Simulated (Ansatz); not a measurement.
Input for Ansatz (plane-wave DFT, PAW):

```yaml
crystal:
  lattice:
    - [-2.012795, 2.012795, 4.423196]
    - [2.012795, -2.012795, 4.423196]
    - [2.012795, 2.012795, -4.423196]
  atoms:
    - { symbol: Sc, position: [0.0, 0.0, 0.0] }
    - { symbol: Al, position: [0.75, 0.25, 0.5] }
    - { symbol: Al, position: [0.25, 0.75, 0.5] }
    - { symbol: Al, position: [0.5, 0.5, 0.0] }
basis:
  ecutwfc: 420
kpoints:
  mp_grid: { grid: [14, 14, 14] }
hamiltonian:
  xc: pbesol
scf:
  occupations: { method: gaussian, width: 0.1 }
output:
  forces: true
  stress: true
  eigenvalues: true
relax:
  adjacent_minimum: "off"
  f_tol: 0.005
  max_steps: 80
  cell: { stress_tol: 0.05 }
```

Command:
```bash
ansatz run input.yaml --threads 1 --pin off --max-ram 2560MiB --backend cpu --events-out ev --progress --plain --runs-dir out
```

All numbers below come from DFT PBEsol, scalar-relativistic, plane waves, PAW (Ansatz).

From the run's log, abridged:

```
Pseudopotentials: kind: paw
Pseudopotential: Sc, paw, valence charge 11, recommended cutoff 420 eV (normal)
Pseudopotential: Al, paw, valence charge 3, recommended cutoff 420 eV (normal)
Functional definition: PBEsol
Crystal: 4 atoms, lattice volume = 71.680 Å³
Basis set: ecut = 420 eV, 1387 PW (Γ), exchange–correlation on 72×72×72 points (8 copies of the dense FFT grid, shifted against one another)
Bands: 14, of which v1, the nominal top of the filled ones, is band 10 counted from 1 (9 counted from 0)
Symmetry: 16 space group operations
Space group: I4/mmm (ITA 139), of the structure as read, at distance tolerance 4.2e-5 Å
k-points: 244 of 2744
Initial density: superposition of atomic densities (neutral atoms: chi_scale 0, normalization atom), corrected by the library's trained network
Initial wavefunctions: pseudopotential atomic-orbital guess
Functional: x = pbesol(κ = 0.804, μ = 0.12345679), c = pbesol(β = 0.046)
SCF iter   1: F=—  HF=-3686.512391 eV  |F-HF|=—  |Δ(HF+E_count)|=         —  Δρ=4.15e-3  dr2=1.80e-2  ethr=1.77e-3  ⟨swp⟩=5.6  Hψ=20694  notcnv=0
SCF iter   2: F=—  HF=-3686.507861 eV  |F-HF|=—  |Δ(HF+E_count)|=   4.53e-3  Δρ=1.43e-3  dr2=2.68e-3  ethr=9.02e-5  ⟨swp⟩=2.8  Hψ=7924  notcnv=0  defer=8
SCF iter   3: F=—  HF=-3686.507258 eV  |F-HF|=—  |Δ(HF+E_count)|=   6.03e-4  Δρ=6.93e-4  dr2=6.87e-4  ethr=1.34e-5  ⟨swp⟩=1.4  Hψ=3870  notcnv=0  defer=8
SCF iter   4: F=—  HF=-3686.507063 eV  |F-HF|=—  |Δ(HF+E_count)|=   1.95e-4  Δρ=7.13e-5  dr2=4.33e-6  ethr=3.44e-6  ⟨swp⟩=2.0  Hψ=4682  notcnv=0  defer=8
SCF iter   5: F=—  HF=-3686.507061 eV  |F-HF|=—  |Δ(HF+E_count)|=   1.19e-6  Δρ=1.71e-5  dr2=2.42e-7  ethr=2.16e-8  ⟨swp⟩=2.1  Hψ=4749  notcnv=0  defer=8
SCF iter   6: F=-3686.507061 eV  HF=-3686.507061 eV  |F-HF|=5.63e-9  |Δ(HF+E_count)|=   4.94e-8  Δρ=3.05e-6  dr2=7.70e-9  ethr=5.00e-10  ⟨swp⟩=5.3  Hψ=14687  notcnv=0
SCF 1 converged in 6 iterations: F = -3686.507061 eV  dr2 = 7.70e-9
relax step   1: F+E_penalty+E_count = -3686.50706137 eV  Δ(F+E_penalty+E_count) = +0.000e0 eV  max|allowed force component| = 1.084e-17 eV/Å  Δτ_max = 0.0000 Å  P = -2.400 GPa  Ω = 71.680 Å³  (6 SCF iters, dr2 threshold 1.00e-7 eV, accepted)
Crystal: 4 atoms, lattice volume = 67.760 Å³
Basis set: ecut = 420 eV, 1355 PW (Γ), exchange–correlation on 72×72×72 points (8 copies of the dense FFT grid, shifted against one another)
Initial density: handed on by an earlier stage of this run
Initial wavefunctions: those handed on with the density
SCF iter   1: F=—  HF=-3686.512075 eV  |F-HF|=—  |Δ(HF+E_count)|=         —  Δρ=2.07e-3  dr2=7.22e-3  ethr=3.59e-5  ⟨swp⟩=1.0  Hψ=24878  notcnv=0
SCF iter   2: F=—  HF=-3686.510250 eV  |F-HF|=—  |Δ(HF+E_count)|=   1.83e-3  Δρ=9.89e-4  dr2=1.34e-3  ethr=3.59e-5  ⟨swp⟩=2.1  Hψ=4034  notcnv=0
SCF iter   3: F=—  HF=-3686.509628 eV  |F-HF|=—  |Δ(HF+E_count)|=   6.22e-4  Δρ=3.92e-4  dr2=2.04e-4  ethr=6.71e-6  ⟨swp⟩=2.0  Hψ=4835  notcnv=0
SCF iter   4: F=—  HF=-3686.509558 eV  |F-HF|=—  |Δ(HF+E_count)|=   7.03e-5  Δρ=8.17e-5  dr2=5.21e-6  ethr=1.02e-6  ⟨swp⟩=2.0  Hψ=4678  notcnv=0
SCF iter   5: F=-3686.509556 eV  HF=-3686.509556 eV  |F-HF|=1.13e-8  |Δ(HF+E_count)|=   2.40e-6  Δρ=9.42e-6  dr2=4.11e-8  ethr=2.00e-9  ⟨swp⟩=2.8  Hψ=13630  notcnv=0
SCF 2 converged in 5 iterations: F = -3686.509556 eV  dr2 = 4.11e-8
relax step   2: F+E_penalty+E_count = -3686.50955575 eV  Δ(F+E_penalty+E_count) = -2.494e-3 eV  max|allowed force component| = 5.204e-18 eV/Å  Δτ_max = 0.0000 Å  P = +2.474 GPa  Ω = 67.760 Å³  energy of the carried Pulay correction = +1.049e-3 eV  (5 SCF iters, dr2 threshold 4.00e-7 eV, accepted)
Crystal: 4 atoms, lattice volume = 69.702 Å³
Basis set: ecut = 420 eV, 1363 PW (Γ), exchange–correlation on 72×72×72 points (8 copies of the dense FFT grid, shifted against one another)
SCF iter   1: F=—  HF=-3686.524184 eV  |F-HF|=—  |Δ(HF+E_count)|=         —  Δρ=1.06e-3  dr2=1.95e-3  ethr=1.00e-5  ⟨swp⟩=1.0  Hψ=23934  notcnv=0
SCF iter   2: F=—  HF=-3686.523697 eV  |F-HF|=—  |Δ(HF+E_count)|=   4.86e-4  Δρ=5.09e-4  dr2=3.60e-4  ethr=9.75e-6  ⟨swp⟩=2.1  Hψ=4015  notcnv=0
SCF iter   3: F=—  HF=-3686.523539 eV  |F-HF|=—  |Δ(HF+E_count)|=   1.58e-4  Δρ=2.01e-4  dr2=5.48e-5  ethr=1.80e-6  ⟨swp⟩=2.0  Hψ=4822  notcnv=0
SCF iter   4: F=—  HF=-3686.523518 eV  |F-HF|=—  |Δ(HF+E_count)|=   2.12e-5  Δρ=4.18e-5  dr2=1.44e-6  ethr=2.74e-7  ⟨swp⟩=2.0  Hψ=4680  notcnv=0
SCF iter   5: F=-3686.523517 eV  HF=-3686.523517 eV  |F-HF|=6.68e-9  |Δ(HF+E_count)|=   6.47e-7  Δρ=5.35e-6  dr2=1.53e-8  ethr=2.00e-9  ⟨swp⟩=5.3  Hψ=15163  notcnv=0
SCF 3 converged in 5 iterations: F = -3686.523517 eV  dr2 = 1.53e-8
relax step   3: F+E_penalty+E_count = -3686.52351740 eV  Δ(F+E_penalty+E_count) = -1.396e-2 eV  max|allowed force component| = 1.735e-18 eV/Å  Δτ_max = 0.0000 Å  P = -0.107 GPa  Ω = 69.702 Å³  energy of the carried Pulay correction = +5.244e-4 eV  (5 SCF iters, dr2 threshold 4.00e-7 eV, accepted)
Crystal: 4 atoms, lattice volume = 69.619 Å³
SCF iter   1: F=—  HF=-3686.523565 eV  |F-HF|=—  |Δ(HF+E_count)|=         —  Δρ=4.11e-5  dr2=2.98e-6  ethr=1.36e-8  ⟨swp⟩=2.0  Hψ=22666  notcnv=0
SCF iter   2: F=—  HF=-3686.523570 eV  |F-HF|=—  |Δ(HF+E_count)|=   4.92e-6  Δρ=2.08e-5  dr2=5.74e-7  ethr=1.36e-8  ⟨swp⟩=2.1  Hψ=4037  notcnv=0
SCF iter   3: F=—  HF=-3686.523570 eV  |F-HF|=—  |Δ(HF+E_count)|=   2.68e-7  Δρ=8.00e-6  dr2=9.07e-8  ethr=2.87e-9  ⟨swp⟩=2.0  Hψ=4837  notcnv=0
SCF iter   4: F=-3686.523570 eV  HF=-3686.523570 eV  |F-HF|=1.81e-9  |Δ(HF+E_count)|=   3.24e-8  Δρ=1.80e-6  dr2=2.62e-9  ethr=2.11e-10  ⟨swp⟩=4.0  Hψ=10117  notcnv=0
SCF 4 converged in 4 iterations: F = -3686.523570 eV  dr2 = 2.62e-9
relax step   4: F+E_penalty+E_count = -3686.52356991 eV  Δ(F+E_penalty+E_count) = -5.251e-5 eV  max|allowed force component| = 5.204e-18 eV/Å  Δτ_max = 0.0000 Å  P = -0.004 GPa  Ω = 69.619 Å³  energy of the carried Pulay correction = +5.464e-4 eV  (4 SCF iters, dr2 threshold 4.22e-8 eV, accepted)
Initial wavefunctions: pseudopotential atomic-orbital guess (no wavefunctions were taken with the density)
SCF iter   1: F=—  HF=-3686.523087 eV  |F-HF|=—  |Δ(HF+E_count)|=         —  Δρ=2.48e-5  dr2=5.26e-8  ethr=9.87e-9  ⟨swp⟩=2.9  Hψ=29653  notcnv=0
SCF iter   2: F=—  HF=-3686.523093 eV  |F-HF|=—  |Δ(HF+E_count)|=   5.72e-6  Δρ=1.31e-5  dr2=1.89e-8  ethr=2.63e-10  ⟨swp⟩=2.5  Hψ=5885  notcnv=0
SCF iter   3: F=—  HF=-3686.523093 eV  |F-HF|=—  |Δ(HF+E_count)|=   2.22e-8  Δρ=1.71e-6  dr2=1.20e-9  ethr=9.44e-11  ⟨swp⟩=2.5  Hψ=5030  notcnv=0
SCF iter   4: F=-3686.523093 eV  HF=-3686.523093 eV  |F-HF|=9.09e-12  |Δ(HF+E_count)|=  7.09e-11  Δρ=2.42e-7  dr2=2.41e-11  ethr=1.00e-12  ⟨swp⟩=3.1  Hψ=13898  notcnv=0
SCF 5 converged in 4 iterations: F = -3686.523093 eV  dr2 = 2.41e-11
SCF converged after 4 iterations
Free energy (F): -3686.523093 eV
Harris-Foulkes:  -3686.523093 eV  (|F-HF|=9.09e-12)
Internal energy: -3686.512134 eV  (E = F + TS)
E sigma→0 (E₀):  -3686.517613 eV
Entropy (-TS):   -0.010959 eV (-2.740 meV/atom)
Fermi energy:    8.577352 eV
--- Per-component energies (eV) ---
  E_band       = -130.221063
  E_kinetic    = 331.818296
  E_local      = -1011.794392  (includes V_loc(G=0)·N_el)
  E_nonlocal   = 116.033200
  E_hartree    = 389.435827
  E_xc         = -222.571707
  E_vxc        = -217.393909  (∫ρ·V_xc dr)
  E_paw        = -2296.901549  (= ΣΔE_a)
  E_vpaw       = -127.755803  (= ΣTr[D̂ρ^β])
  E_aug_tail   = 0.000002  (compensation charges beyond the density's cutoff)
  E_ewald      = -992.718252
  E_core_change = 0.186442  (= ΣΔE_core)
  E_smearing   = -0.010959  (= −TS)
--- Forces (eV/Å), atoms counted from 1 ---
  atom   1  Sc     0.00000000     0.00000000     0.00000000
  atom   2  Al     0.00000000     0.00000000     0.00000000
  atom   3  Al     0.00000000     0.00000000     0.00000000
  atom   4  Al     0.00000000     0.00000000     0.00000000
--- Stress (GPa, compression-positive) ---
       -0.014514       0.000000       0.000000
        0.000000      -0.014514       0.000000
        0.000000       0.000000      -0.017300
  P = ⅓ Tr σ = -0.0154 GPa (-0.154 kbar)
--- Band table (eV; the first three rows and the last of 244) ---
  k-point 0: bands = ["-39.9737", "-18.7745", "-18.7541", "-18.7541", "-0.9384", "6.0526", "6.3375", "7.5458", "7.5458", "7.6446", "10.1678", "10.2119", "10.2119", "10.3358"]
  k-point 1: bands = ["-39.9735", "-18.7742", "-18.7561", "-18.7557", "-0.8394", "6.1341", "6.2533", "7.1424", "7.4881", "7.5517", "9.3607", "10.4386", "10.6912", "10.8654"]
  k-point 2: bands = ["-39.9730", "-18.7735", "-18.7616", "-18.7603", "-0.5454", "6.0367", "6.3497", "6.3952", "7.1528", "7.5768", "8.3484", "10.9363", "11.0459", "11.1362"]
  k-point 243: bands = ["-39.9735", "-18.7809", "-18.7547", "-18.7547", "0.6271", "1.5079", "6.7840", "7.6099", "7.6099", "8.7802", "10.0774", "10.0774", "10.5260", "12.1895"]
--- Relaxed structure (4 steps of the walk, 4 accepted, 1 SCFs on fresh bases) ---
  F+E_penalty+E_count = -3686.52309279 eV   max|allowed force component| = 6.939e-18 eV/Å   (the final SCF, on the basis selected at the relaxed cell)
  cell:  # Å, volume = 69.6195 Å³
    - [-1.99573888, 1.99573888, 4.36981830]
    - [1.99573888, -1.99573888, 4.36981830]
    - [1.99573888, 1.99573888, -4.36981830]
  atoms:
    - { symbol: Sc, position: [0.0, 0.0, 0.0] }
    - { symbol: Al, position: [0.75, 0.25000000, 0.5] }
    - { symbol: Al, position: [0.25000000, 0.75, 0.5] }
    - { symbol: Al, position: [0.50000000, 0.50000000, 0.0] }
```

The relaxation met its thresholds.

It took 35 s on 1 thread of Intel(R) Xeon(R) 6975P-C (Granite Rapids), with other jobs on the host, peak memory 0.57 GiB.